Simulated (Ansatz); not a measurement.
CoMo:
```yaml
crystal:
  lattice:
    - [2.61260, 0.00000, 0.00000]
    - [0.00000, 2.61260, 0.00000]
    - [0.00000, 0.00000, 3.65840]
  atoms:
    - { symbol: Co, position: [0.00000, 0.00000, 0.00000] }
    - { symbol: Mo, position: [0.50000, 0.50000, 0.50000] }
```

Relaxed with PBEsol. Special points in fractions of this cell's reciprocal vectors: Γ (0.000, 0.000, 0.000); X (0.000, 0.500, 0.000); M (0.500, 0.500, 0.000); Z (0.000, 0.000, 0.500); R (0.000, 0.500, 0.500); A (0.500, 0.500, 0.500).

Problem. List the band energies nearest the Fermi level at these points for PBEsol in the plane-wave PAW code Ansatz.

Solution. In eV from the Fermi level; about four levels below and three above (degenerate sets whole), none deeper than 8.9 eV; points with the same levels are listed once.

```
k                    below                above
-  -----------------------  -------------------
Γ  -1.68 -1.68 -1.53 -0.39       0.22 3.18 3.18
X  -2.23 -2.21 -1.09 -0.83       0.55 1.77 2.47
M  -6.26 -4.47 -4.47 -4.42  0.25 0.56 2.19 2.19
Z  -1.39 -0.96 -0.96 -0.29       0.16 1.45 1.45
R  -1.83 -1.82 -1.71 -1.44       0.33 0.48 1.46
A  -2.95 -2.16 -2.16 -1.02       0.25 2.18 6.10
```

Space group P4/mmm (L1₀ or tetragonal B2). The start of the workflow was typed in or built on a structure type; neither database checked (COD, Materials Project) lists it. Whether it is the stable phase at ambient conditions was not checked. The cell was relaxed with PBEsol under the symmetry of its start; its stability against distortions is not shown here. The workflow began spin-polarised and lost its moments. Spin–orbit coupling is left out wherever it is not named.

Potentials: the later of the program's two PAW sets.
